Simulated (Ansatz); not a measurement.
LaPt2:
```xyz
6
Lattice="0.0000 3.9113 3.9113 3.9113 0.0000 3.9113 3.9113 3.9113 0.0000" Properties=species:S:1:pos:R:3 pbc="T T T"
Pt     0.9778     0.9778     0.9778
Pt     0.9778     2.9335     2.9335
Pt     2.9335     2.9335     0.9778
Pt     2.9335     0.9778     2.9335
La     3.9113     3.9113     3.9113
La     5.8669     5.8669     5.8669
```

Relaxed with r²SCAN.

Task: Map the electron localisation function on the plane through (0.125, 0.125, 0.125) spanned by u = [1, 0, 0] and v = [-1, 1, 1] in lattice vectors, from the program Ansatz at the r²SCAN level (PAW).

Result: x is the fraction of u, y of v (the angle between them is 90°; rows are the nearest grid lines); atoms in the plane: Pt at (0.00, 0.00), Pt at (0.50, 0.00), La at (0.75, 0.38), La at (0.25, 0.62).
```
y \ x   0.000  0.107  0.179  0.286  0.357  0.464  0.536  0.643  0.714  0.821  0.893   1.00
------  -----  -----  -----  -----  -----  -----  -----  -----  -----  -----  -----  -----
1.00    0.667  0.611  0.300  0.282  0.452  0.679  0.679  0.452  0.282  0.300  0.611  0.667
0.923   0.630  0.450  0.287  0.314  0.332  0.621  0.607  0.297  0.245  0.235  0.428  0.630
0.846   0.291  0.325  0.246  0.212  0.292  0.316  0.270  0.269  0.258  0.265  0.264  0.291
0.769   0.192  0.145  0.421  0.541  0.259  0.133  0.247  0.289  0.306  0.297  0.283  0.192
0.692   0.109  0.762  0.772  0.682  0.812  0.209  0.150  0.323  0.335  0.331  0.302  0.109
0.615   0.165  0.848  0.362  0.027  0.753  0.493  0.098  0.266  0.279  0.278  0.225  0.165
0.538   0.060  0.790  0.854  0.821  0.856  0.207  0.040  0.153  0.266  0.217  0.096  0.060
0.462   0.060  0.096  0.217  0.266  0.153  0.040  0.206  0.856  0.821  0.854  0.790  0.060
0.385   0.164  0.225  0.278  0.279  0.266  0.098  0.493  0.753  0.027  0.358  0.848  0.164
0.308   0.109  0.302  0.331  0.335  0.323  0.150  0.209  0.812  0.682  0.772  0.762  0.109
0.231   0.192  0.283  0.297  0.306  0.289  0.247  0.133  0.258  0.541  0.421  0.145  0.192
0.154   0.291  0.264  0.265  0.258  0.269  0.270  0.316  0.292  0.212  0.246  0.325  0.291
0.0769  0.630  0.428  0.235  0.245  0.297  0.607  0.621  0.332  0.314  0.287  0.450  0.630
0.000   0.667  0.611  0.300  0.282  0.452  0.679  0.679  0.452  0.282  0.300  0.611  0.667
```

The density is the valence pseudo-density with augmentation charge, so density and ELF within about 1 Å of a nucleus are not all-electron values.

Space group Fd-3m (cubic Laves (MgCu2 type)). The workflow started from an entry of the Crystallography Open Database (COD). Its standing as an ambient phase is unchecked. Symmetry was held in the r²SCAN relaxation; its stability against distortions is not shown here. No spin polarisation was allowed. Scalar-relativistic: spin–orbit coupling is off unless named, which matters more the heavier the elements.

Potentials: the later of the program's two PAW sets.
